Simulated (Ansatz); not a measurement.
A relaxed cell of Li2ZnPdC6N6 is given with its symmetry left out. The cell was found from a structure generator's guess, not taken from experiment.

Theory: DFT PBE, scalar-relativistic, plane waves, PAW (Ansatz 0.2.0). Cutoff 420 eV, Γ-centred mesh, Gaussian smearing, collinear spin.

```yaml
crystal:
  lattice:
    - [0.00000, 5.56967, 5.56967]
    - [5.56967, 0.00000, 5.56967]
    - [5.56967, 5.56967, 0.00000]
  atoms:
    - { symbol: Li, position: [0.25000, 0.25000, 0.25000] }
    - { symbol: Li, position: [0.75000, 0.75000, 0.75000] }
    - { symbol: Zn, position: [0.00000, 0.00000, 0.00000] }
    - { symbol: Pd, position: [0.50000, 0.50000, 0.50000] }
    - { symbol: C, position: [0.80198, 0.19802, 0.19802] }
    - { symbol: C, position: [0.19802, 0.80198, 0.19802] }
    - { symbol: C, position: [0.19802, 0.19802, 0.80198] }
    - { symbol: C, position: [0.19802, 0.80198, 0.80198] }
    - { symbol: C, position: [0.80198, 0.19802, 0.80198] }
    - { symbol: C, position: [0.80198, 0.80198, 0.19802] }
    - { symbol: N, position: [0.69680, 0.30320, 0.30320] }
    - { symbol: N, position: [0.30320, 0.69680, 0.30320] }
    - { symbol: N, position: [0.30320, 0.30320, 0.69680] }
    - { symbol: N, position: [0.30320, 0.69680, 0.69680] }
    - { symbol: N, position: [0.69680, 0.30320, 0.69680] }
    - { symbol: N, position: [0.69680, 0.69680, 0.30320] }
```

Energies over the elements count from the elements' standard structures at the same level (N₂ as a molecule), with no fitted energy shifts.

**Question.** Find its symmetry and describe it.

**Answer.** Fm-3m (No. 225). Conventional cell: a = 11.139 Å. Li has 12 C at 3.98 Å and 12 N at 3.98 Å (long contacts); around Zn lie 6 C at 2.21 Å; Pd has 6 N at 2.19 Å; C has 1 N at 1.17 Å, 1 Zn at 2.21 Å, 4 C at 3.12 Å, 1 Pd at 3.36 Å and 4 Li at 3.98 Å; around N lie 1 C at 1.17 Å, 1 Pd at 2.19 Å, 4 N at 3.10 Å, 1 Zn at 3.38 Å and 4 Li at 3.98 Å.

**Question.** How far does it lie from the elements in energy?

**Answer.** +0.546 eV/atom. The separate elements lie lower, so it is unstable against them.

**Question.** Is it a metal?

**Answer.** No, the gap on the 4×4×4 mesh is 0.93 eV.

**Question.** Which magnetic moments does it keep?

**Answer.** 0.12 μB per atom net, the space between the atoms included; by site: Pd 1.3 μB.

**Question.** From what recipe could a structure generator have reached it?

**Answer.** One such recipe: cyanide-bridged rock-salt net of two metals, 2 guest cations a cell (Fm-3m, No. 225). Other recipes can lead to the same cell.

The last run used collinear spin, a 4×4×4 mesh for its 16-atom cell and Gaussian smearing of 0.02 eV. Kohn–Sham gaps at this level usually fall short of measured ones. The reference form of C is held partly by dispersion forces, which this level lacks. Another magnetic order may lie lower. Symmetry constrained the relaxation, so the result can be a saddle point.
